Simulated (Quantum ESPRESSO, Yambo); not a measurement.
Quasiparticle gap of SiC

Space group F-43m (No. 216); a = 4.3255 Å, b = 4.3255 Å, c = 4.3255 Å, α = 90.00°, β = 90.00°, γ = 90.00°

```tsv
atom	site	symmetry	x	y	z
C	4a	-43m	0.0000	0.0000	0.0000
Si	4c	-43m	0.2500	0.2500	0.2500
```
(The calculation used a cell of 2 atoms; values per cell refer to that cell.)

Cell and atoms were relaxed with LDA from Materials Project entry mp-8062, within its symmetry.

Starting point: LDA (pw.x of Quantum ESPRESSO, ONCV potentials, no spin-orbit coupling). G0W0 in Yambo: 6×6×6 Γ-centred k mesh, 76 bands and a 14 Ry block in the screening, 76 bands in G with the Bruneval-Gonze terminator, plasmon pole fitted at 27.2 eV.

```json
{
 "LDA gap along the band path": "1.31 eV",
 "LDA gap between the mesh's edge points (Γ → X)": "1.31 eV",
 "G0W0 gap between the same points": "2.26 eV",
 "LDA smallest direct gap on the mesh (at X)": "4.55 eV",
 "G0W0 direct gap at that point": "5.75 eV"
}
```

```csv
k point,band,E LDA (eV),E QP (eV),shift (eV),Z
Γ,VB,0.00,-0.69,-0.69,0.80
Γ,CB,6.55,6.86,0.31,0.79
X,VB,-3.24,-4.19,-0.95,0.79
X,CB,1.31,1.56,0.25,0.82
```

Energies count from the LDA valence-band maximum.

Nearest settings tried, and what they do to the gap: 58 bands in W, 58 bands in G: -5 meV; 11 Ry block (89 vectors against 137): -48 meV; 8×8×8 mesh: +9 meV. So the settings aren't converged at that level.
